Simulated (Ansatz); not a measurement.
Here is the system:

ScTi3N:
```cif
data_NScTi3
_chemical_formula_sum 'Sc1 Ti3 N1'
_space_group_name_H-M_alt 'Pm-3m'
_space_group_IT_number 221
_space_group_name_Hall '-P 4 2 3'
_cell_length_a 4.24082
_cell_length_b 4.24082
_cell_length_c 4.24082
_cell_angle_alpha 90.000
_cell_angle_beta 90.000
_cell_angle_gamma 90.000
loop_
_atom_site_label
_atom_site_type_symbol
_atom_site_symmetry_multiplicity
_atom_site_Wyckoff_symbol
_atom_site_fract_x
_atom_site_fract_y
_atom_site_fract_z
_atom_site_occupancy
Sc1 Sc 1 a 0.00000 0.00000 0.00000 1
Ti1 Ti 3 c 0.00000 0.50000 0.50000 1
N1 N 1 b 0.50000 0.50000 0.50000 1
```

This is the r²SCAN-relaxed structure.

Task: All from DFT-r²SCAN in the program Ansatz with PAW potentials, unless another level is named. Predict the electronic character.

Result: metallic (no gap).

Task: Give the density of states at the Fermi level.

Result: 1.2 states/eV per atom (mean over ±0.08 eV).

Task: Predict the formation energy from the elements (no fitted shifts).

Result: -0.71 eV/atom.

The start of the workflow was typed in or built on a structure type; neither database checked (COD, Materials Project) lists it. Whether it is the stable phase at ambient conditions was not checked. Symmetry was held in the r²SCAN relaxation; its stability against distortions is not shown here. The workflow began spin-polarised and lost its moments. The references are the lowest solids computed at this level, not always the standard phases (solids in place of the gases).

Potentials: the earlier of the program's two PAW sets. The files were generated under PBE; for other functionals the program regenerates the frozen cores, and for LDA and PBEsol the local potential too.
